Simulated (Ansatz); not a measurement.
WC, one structure, two calculations

Cell: a structure deposited in the COD.

```cif
data_structure
_symmetry_space_group_name_H-M 'P 1'
_symmetry_Int_Tables_number 1
_cell_length_a 2.9065
_cell_length_b 2.9065
_cell_length_c 2.8366
_cell_angle_alpha 90.000
_cell_angle_beta 90.000
_cell_angle_gamma 120.000
_cell_volume 20.75
loop_
_atom_site_label
_atom_site_type_symbol
_atom_site_fract_x
_atom_site_fract_y
_atom_site_fract_z
_atom_site_occupancy
W1 W 0.00000 0.00000 0.00000 1
C2 C 0.66667 0.33333 0.50000 1
```

Atom numbers follow the list; atoms alike are taken as one site, whose name carries the number of the first.

First run. Computed with Ansatz: DFT, PBE, plane waves and PAW, scalar-relativistic, collinear spin, 420 eV cutoff, Γ-centred 11×11×10 k-points, Fermi–Dirac smearing 0.02 eV. Start moments as typed (μB): 2 on each W, none on the rest.

```
site  atom  V_zz (10²¹ V/m²)     η
   W     1            -12.56  0.00
   C     2             0.066  0.00
```

Second run. The same atoms and settings, except that the cutoff is 350 eV, the mesh is 13×13×12 and the Fermi–Dirac smearing is 0.05 eV.

**Question.** What does the second run give?

**Answer.** 

```csv
site,atom,V_zz,η,change of V_zz
W,1,-13.67,0.00,-1.11
C,2,0.092,0.00,+0.03
```

The largest change of V_zz is on W, from -12.56 to -13.67. In per cent, |V_zz| changes by +9 on W (all sites that start above 2).

At this cell the PBE pressure is 6 GPa, so with PBE the cell would grow if it were relaxed. Without spin–orbit coupling the gradients at and beside W can be off by some per cent, at some sites by more. The start moments die out, and the run ends without spin.
